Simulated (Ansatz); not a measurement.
NbIr in space group Pmma (No. 51; Ir on 2e, Nb on 2f) at seven volumes, PBEsol (plane waves, PAW; program Ansatz), shape and atoms relaxed at each. One row is withheld.

```tsv
V (Å³/atom)	P (GPa)
14.236	31.84
14.706	?
15.175	8.94
15.644	0.00
16.114	-7.58
16.583	-13.98
17.052	-19.36
```

### Question
Fit the shown pressures and predict the withheld one.

### Answer
Third-order Birch–Murnaghan: P = (3/2)B₀(x^(7/2) − x^(5/2))[1 + (3/4)(B′ − 4)(x − 1)] with x = (V₀/V)^(2/3). Least squares on the six rows gives V₀ = 15.644 Å³/atom, B₀ = 273.0 GPa, B′ = 4.50. At V = 14.706, x = 1.0421 and P = 19.40 GPa. The run itself gave 19.46 GPa.

The start of the workflow was typed in or built on a structure type; the Crystallography Open Database copy checked does not list it. COD files the formula under space group No. 123. Whether it is the stable phase at ambient conditions was not checked. The cell was relaxed with PBEsol under the symmetry of its start; whether a distortion lowers the energy is not shown. No spin polarisation was allowed. Spin–orbit coupling is left out wherever it is not named.

Potentials: the earlier of the program's two PAW sets. The files were generated under PBE; for other functionals the program regenerates the frozen cores, and for LDA and PBEsol the local potential too.
